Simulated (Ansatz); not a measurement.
**An elastic constant from a strain scan in Li**

All numbers below come from Ansatz, DFT PBE, scalar-relativistic, plane waves, PAW. Cutoff 420 eV, Γ-centred 20×20×20 k-points, Gaussian smearing of 0.15 eV. No spin polarisation. Energies are free energies at this smearing, counted from the undisturbed cell; pressure is positive in compression.

The starting cell (as given, not relaxed at this level; it stands at -0.7 GPa):

```yaml
crystal:
  lattice:
    - [-1.75000, 1.75000, 1.75000]
    - [1.75000, -1.75000, 1.75000]
    - [1.75000, 1.75000, -1.75000]
  atoms:
    - { symbol: Li, position: [0.00000, 0.00000, 0.00000] }
```

The cell is strained by ε times the Voigt pattern (1, 0, 0, 0, 0, 0) (xx, yy, zz, yz, xz, xy; engineering shear) with fractional coordinates fixed. The cell holds 1 atom in V0 = 21.44 Å³. The stress column is τ = (1/V0) dE/dε, got from the stress tensor σ (compression positive) at each point as −det(1 + εP) σ : P(1 + εP)⁻¹, with P the pattern as a tensor.

```csv
ε,ΔE (meV/atom),τ (GPa)
-0.0200,-1.610,0.480
-0.0150,-1.267,0.543
-0.0100,-0.884,0.604
-0.0050,-0.461,0.661
0.0000,0.000,0.716
0.0050,0.497,0.769
0.0100,1.029,0.821
0.0150,1.595,0.873
0.0175,1.892,0.898
0.0200,?,?
```

Q: Which combination of elastic constants does this scan measure, and how large is it?

A: For small ε, τ = τ0 + Kε with K = pᵀCp, which for this pattern is C11 in the cubic axes. The parabola through τ at ε = -0.0050, 0 and 0.0050 has slope K = 10.8 GPa at zero. The energies per cell, E = NΔE, of the same two points give K = 2[E(ε₊)/ε₊ − E(ε₋)/ε₋]/[(ε₊ − ε₋)V0] = 10.8 GPa, in agreement. The start is under stress, which shifts K from the elastic constant by about the size of that stress.

Q: Predict the withheld row at ε = 0.0200 from the harmonic law, and compare.

A: ΔE = V0(τ0 ε + Kε²/2)/N = 2.205 meV/atom and τ = 0.93 GPa. The calculation gives 2.196 meV/atom and 0.92 GPa, a miss of 0.01 meV/atom at most, so the harmonic law still holds here.

In a metal these slopes depend on the k mesh and the smearing.